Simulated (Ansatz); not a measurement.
SnTe:
```
CELL_PARAMETERS angstrom
      0.00000     3.18712     3.18712
      3.18712     0.00000     3.18712
      3.18712     3.18712     0.00000
ATOMIC_POSITIONS crystal
  Te 0.00000 0.00000 0.00000
  Sn 0.50000 0.50000 0.50000
```

Relaxed with r²SCAN. Special points in fractions of this cell's reciprocal vectors: Γ (0.000, 0.000, 0.000); X (0.500, 0.000, 0.500); U (0.625, 0.250, 0.625); K (0.375, 0.375, 0.750); L (0.500, 0.500, 0.500); W (0.500, 0.250, 0.750).

**Question.** List the band energies nearest the valence-band maximum at these points for r²SCAN (plane waves, PAW; program Ansatz).

**Answer.** In eV from the valence-band maximum; about four levels below and three above (degenerate sets whole), none deeper than 8.9 eV; points with the same levels are listed once.

```json
[
 {"k": "Γ", "below": "-4.88 -2.39 -2.39 -2.39", "above": "3.36 3.36 3.36"},
 {"k": "X", "below": "-6.73 -5.73 -3.95 -3.95", "above": "2.46 4.94 4.94"},
 {"k": "U", "below": "-7.70 -5.34 -3.44 -2.86", "above": "2.98 3.17 4.42"},
 {"k": "L", "below": "-8.61 -2.03 -2.03 0.00", "above": "0.14 0.34 0.34"},
 {"k": "W", "below": "-7.65 -4.99 -4.99 -1.03", "above": "0.84 4.82 4.82"}
]
```

Space group Fm-3m (rock salt). The cell was relaxed with r²SCAN under the symmetry of its start. Scalar-relativistic: spin–orbit coupling is off unless named, which matters more the heavier the elements.

Potentials: the later of the program's two PAW sets.
